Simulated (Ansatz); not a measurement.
What a trial cell of Te relaxes into

The calculation used Ansatz, DFT PBE, scalar-relativistic, plane waves, PAW. Cutoff 420 eV, Gaussian smearing, Γ-centred meshes. In-plane cell and atoms relax first on a coarse mesh and then on a finer one. In metals the finer mesh still leaves noise of several meV/atom or more. The steps can't lower the symmetry of their start. No spin polarisation.

The cell of Te is invented: random sheet by layer group and Wyckoff sites. Lengths were set from tabulated atomic sizes, so they are only a guess.

The sheet is periodic along a and b; c holds vacuum.

```yaml
crystal:
  periodic: [true, true, false]
  lattice:
    - [4.56445, 0.00000, 0.00000]
    - [-2.28222, 3.95293, 0.00000]
    - [0.00000, 0.00000, 16.00000]
  atoms:
    - { symbol: Te, position: [0.33333, 0.66667, 0.54515] }
    - { symbol: Te, position: [0.66667, 0.33333, 0.45485] }
```

Energies count from the standard state of Te at the same level.

Task: Where does the relaxation end?

Result: The symmetry stays p-3m1 (No. 72). The area per atom grows by 18.4 %, from 9.0 to 10.7 Å². The shortest distance goes from 3.01 Å (Te–Te) to 2.96 Å (Te–Te). The energy falls by about 0.33 eV/atom (the start's value is from the coarse mesh). The program sets the height of the box itself, so the height of the cell differs between start and end. In-plane cell: a = 4.967 Å, b = 4.967 Å, γ = 120.0°, thickness 0.75 Å between the outermost nuclei. Te at height 0.75 Å has 3 Te at 2.96 Å.

```cif
data_structure
_symmetry_space_group_name_H-M 'P 1'
_symmetry_Int_Tables_number 1
_cell_length_a 4.9671
_cell_length_b 4.9671
_cell_length_c 26.6898
_cell_angle_alpha 90.000
_cell_angle_beta 90.000
_cell_angle_gamma 120.000
_cell_volume 570.28
loop_
_atom_site_label
_atom_site_type_symbol
_atom_site_fract_x
_atom_site_fract_y
_atom_site_fract_z
_atom_site_occupancy
Te1 Te 0.33333 0.66667 0.31371 1
Te2 Te 0.66667 0.33333 0.28577 1
```

Task: How does it come out in energy, and is it a metal?

Result: The energy over the standard state is +0.29 eV/atom. The gap on the 12×12×1 mesh of the 2-atom cell is 0 eV (the bands overlap slightly).

So it is a metastable form at best.

The last run used Gaussian smearing of 0.10 eV. Spin–orbit coupling, which can matter for Te, is left out. The zero gap may come from the functional, which often closes small gaps, or the cell may be a true semimetal. The reference form of Te is held partly by dispersion forces, which this level lacks. A structure relaxed within its symmetry needn't be a true minimum.
